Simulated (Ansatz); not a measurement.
Values for one crystal, relaxed and computed with r²SCAN (plane waves, PAW; program Ansatz); other levels are named.

| Property | Result |
|---|---|
| Volume per atom | 26.44 Å³ |
| Electronic character | metallic (no gap) |
| Density of states at the Fermi level | 0.80 states/eV per atom (mean over ±0.08 eV) |
| Formation energy from the elements (no fitted shifts) | -736 meV/atom |

Problem. Which of these materials gives this?
A. Nb3Au2, I4/mmm (Nb on 2a, Nb on 4e, Au on 4e)
B. YCu5, P6/mmm (Y on 1a, Cu on 2c, Cu on 3g)
C. Y2Au, Pnma (Y on 4c, Y on 4c, Au on 4c)
D. CePt3, Cu3Au type

Solution. C, Y2Au, Pnma (Y on 4c, Y on 4c, Au on 4c)

The first step of the workflow began from a Materials Project structure, measured or hypothetical; the Crystallography Open Database files this formula in space group No. 62, but the cells were not matched. Its standing as an ambient phase is unchecked. The r²SCAN relaxation kept the symmetry of its start; its stability against distortions is not shown here. No spin polarisation was allowed. The references are the lowest solids computed at this level, not always the standard phases. Spin–orbit coupling is left out wherever it is not named.

Potentials: the later of the program's two PAW sets.
